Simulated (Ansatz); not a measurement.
Values for one crystal, relaxed and computed with PBEsol (plane waves, PAW; program Ansatz); other levels are named.

| Quantity | Result |
|---|---|
| Volume per atom | 31.08 Å³ |
| Band gap | 0.16 eV (direct) |
| Bulk modulus (Birch–Murnaghan fit) | 45.4 GPa |
| Hole effective mass, band 1 of 2 at the edge | 1.0 along x, 1.9 along z (mₑ) |
| Hill bulk and shear moduli | 45.5 and 14.0 GPa |
| Zone-centre stability | no imaginary mode at Γ |
| Young's modulus | 38.1 GPa |

Pick the material that matches.
A. Zn2SeS, P-4m2 (Zn on 2g, Se on 1d, S on 1b)
B. PbSe, rock salt
C. Cd2TeSe, P3m1 (Cd on 1c, Cd on 1a, Te on 1a, Se on 1c)
D. BaTe, rock salt

C, Cd2TeSe, P3m1 (Cd on 1c, Cd on 1a, Te on 1a, Se on 1c)

The first step of the workflow began from a Materials Project structure, measured or hypothetical; the Crystallography Open Database copy checked does not list it. Whether it is the stable phase at ambient conditions was not checked. The PBEsol relaxation kept the symmetry of its start. Spin–orbit coupling is left out wherever it is not named.

Potentials: the later of the program's two PAW sets.
